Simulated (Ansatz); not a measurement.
## O-17 NMR of the central transition in CO2

Cell: an entry of the Crystallography Open Database (COD), ions relaxed with PBE at fixed cell.

```cif
data_CO2
_symmetry_space_group_name_H-M 'Pa-3'
_symmetry_Int_Tables_number 205
_cell_length_a 5.6200
_cell_length_b 5.6200
_cell_length_c 5.6200
_cell_angle_alpha 90.000
_cell_angle_beta 90.000
_cell_angle_gamma 90.000
loop_
_atom_site_label
_atom_site_type_symbol
_atom_site_symmetry_multiplicity
_atom_site_Wyckoff_symbol
_atom_site_fract_x
_atom_site_fract_y
_atom_site_fract_z
C C 4 a 0.0000 0.0000 0.0000
O O 8 c 0.1200 0.1200 0.1200
```

One atom of each set is listed.

All values are calculated (Ansatz; DFT, PBE, plane waves and PAW (field gradients read without the response of the frozen cores, which leaves them typically 4 to 6 % off), scalar-relativistic, 420 eV cutoff, Γ-centred 4×4×4 k-points, Fermi–Dirac smearing 0.02 eV), not measured.

O-17 has I = 5/2 and Q = -25.58 mb (Pyykkö 2018); at 28.2 T its Larmor frequency is ν₀ = 162.8 MHz. Only the quadrupole interaction is simulated: positions count from each site's isotropic chemical shift, and J coupling is left out, as are shift anisotropy and dipolar coupling, which fast spinning averages.

**Question.** Give C_Q, η, the quadrupolar product P_Q = |C_Q|(1 + η²/3)^½, the second-order isotropic shift and the breadth of the pattern (fast magic-angle spinning) for each O site.

**Answer.** 

```
site    first shell  C_Q (MHz)     η  P_Q (MHz)  δ_QIS (ppm)  breadth (kHz)
   O  1 C at 1.17 Å      -4.64  0.00       4.64        -4.88           1.70
```

δ_QIS = −(ν_Q²/30ν₀²)[I(I+1) − 3/4](1 + η²/3) × 10⁶ ppm with ν_Q = 3|C_Q|/[2I(2I−1)]; it falls as 1/B₀² in ppm, and the breadth as 1/B₀ in kHz.

An axis of threefold or higher order runs through O, so V_zz lies along it and η is zero.

The database entry as given showed forces above 3 eV/Å or a pressure above 30 GPa, though relaxing it moves no atom far.

The relaxation (3 steps) took 9.3 s of wall time (9.2 s of CPU time) and 0.48 GiB at its peak, on 1 thread of Intel Xeon Platinum 8488C (Sapphire Rapids) (x86_64; 16 cores open to the job, memory cap 3.0 GiB, no GPU), a shared host with a load of 0.2 a core.
